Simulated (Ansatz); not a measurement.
BaTe:
```cif
data_BaTe
_chemical_formula_sum 'Ba1 Te1'
_space_group_name_H-M_alt 'P 1'
_space_group_IT_number 1
_cell_length_a 4.99454
_cell_length_b 4.99454
_cell_length_c 4.99454
_cell_angle_alpha 60.000
_cell_angle_beta 60.000
_cell_angle_gamma 60.000
loop_
_space_group_symop_operation_xyz
  'x, y, z'
loop_
_atom_site_label
_atom_site_type_symbol
_atom_site_fract_x
_atom_site_fract_y
_atom_site_fract_z
_atom_site_occupancy
Ba1 Ba 0.00000 0.00000 0.00000 1
Te1 Te 0.50000 0.50000 0.50000 1
```

Relaxed with r²SCAN.

Question: Tabulate the valence density and the electron localisation function along the shortest Ba–Te contact (3.53 Å), r²SCAN in the plane-wave PAW code Ansatz.

Answer: 

```csv
distance from Ba (Å),density (e/Å³),ELF
0.35,0.75,0.08
0.53,1.25,0.56
0.71,1.39,0.83
0.88,1.08,0.88
1.06,0.64,0.83
1.24,0.33,0.60
1.41,0.18,0.22
1.59,0.12,0.11
1.77,0.12,0.21
1.94,0.16,0.53
2.12,0.23,0.72
2.30,0.35,0.71
2.47,0.54,0.60
2.65,0.83,0.50
2.83,2.08,0.35
3.00,5.60,0.13
3.18,10.85,0.02
```

The density is the valence pseudo-density with augmentation charge, so density and ELF within about 1 Å of a nucleus are not all-electron values.

Space group Fm-3m (rock salt). The r²SCAN relaxation kept the symmetry of its start; of distortions, only those at the zone centre were tested. Scalar-relativistic: spin–orbit coupling is off unless named, which matters more the heavier the elements.

Potentials: the later of the program's two PAW sets.
